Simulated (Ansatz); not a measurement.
The relaxed structure here is a generated cell of Ir: the first start was made by placing the elements on the sites of a structure type, and the end was not matched to a known phase here, so it may be hypothetical. Known forms of Ir include space group No. 225.

One starting cell of Ir (a generated cell, Ir placed in the AFLOW prototype A_hP1_191_a (A_f, as in Sn)) was relaxed twice with Ansatz (plane waves, PAW, scalar-relativistic): with r2SCAN at 500 eV and with PBE at 420 eV. The r2SCAN result:

```yaml
crystal:
  lattice:
    - [2.63927, 0.00000, 0.00000]
    - [-1.31964, 2.28568, 0.00000]
    - [0.00000, 0.00000, 2.58056]
  atoms:
    - { symbol: Ir, position: [0.00000, 0.00000, 0.00000] }
```

```json
[
 {"quantity": "space group", "r2SCAN": "P6/mmm", "PBE": "P6/mmm"},
 {"quantity": "volume (Å³/atom)", "r2SCAN": "15.57", "PBE": "___"},
 {"quantity": "a (Å)", "r2SCAN": "2.639", "PBE": "___"},
 {"quantity": "c (Å)", "r2SCAN": "2.581", "PBE": "___"},
 {"quantity": "gap (eV, no spin-orbit coupling)", "r2SCAN": "0.00", "PBE": "___"}
]
```

### Question
What does PBE give for the same quantities?

### Answer

- volume (Å³/atom), PBE: 15.89
- a (Å), PBE: 2.657
- c (Å), PBE: 2.598
- gap (eV, no spin-orbit coupling), PBE: 0.00

Both levels end in the same structure; PBE's volume is 2.0 % larger. Neither column is exact.

No spin polarisation in the result.

The run could not lose the symmetry of its start: the end is stationary, and may be a saddle point rather than a minimum.

Ansatz is a program for electronic structure.
